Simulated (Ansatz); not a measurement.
Here is the system:

Al:
```
Al
1.0
    0.00000     3.71484     3.71484
    3.71484     0.00000     3.71484
    3.71484     3.71484     0.00000
Al
6
Direct
  0.75000   0.75000   0.75000
  0.50000   0.50000   0.50000
  0.12500   0.62500   0.12500
  0.12500   0.12500   0.12500
  0.62500   0.12500   0.12500
  0.12500   0.12500   0.62500
```

This is the PBEsol-relaxed structure.

Question: All from PBEsol in the plane-wave PAW code Ansatz, unless another level is named. Predict the Hill bulk and shear moduli.

Answer: 70.2 and 25.2 GPa.

Question: Predict the elastic constants (relaxed ions, GPa).

Answer: C11 = 93.3, C12 = 58.6, C44 = 32.3.

Space group Fd-3m. The start of the workflow was typed in or built on a structure type; neither database checked (COD, Materials Project) lists it. It is not the phase usual at ambient conditions (space group No. 225). The PBEsol relaxation kept the symmetry of its start. At this level the phase is dynamically unstable (imaginary phonons). As this level gives no gap, shear constants depend on the k-mesh and smearing (Fermi–Dirac, 0.1 eV here).

Potentials: the earlier of the program's two PAW sets. The files were generated under PBE; for other functionals the program regenerates the frozen cores, and for LDA and PBEsol the local potential too.
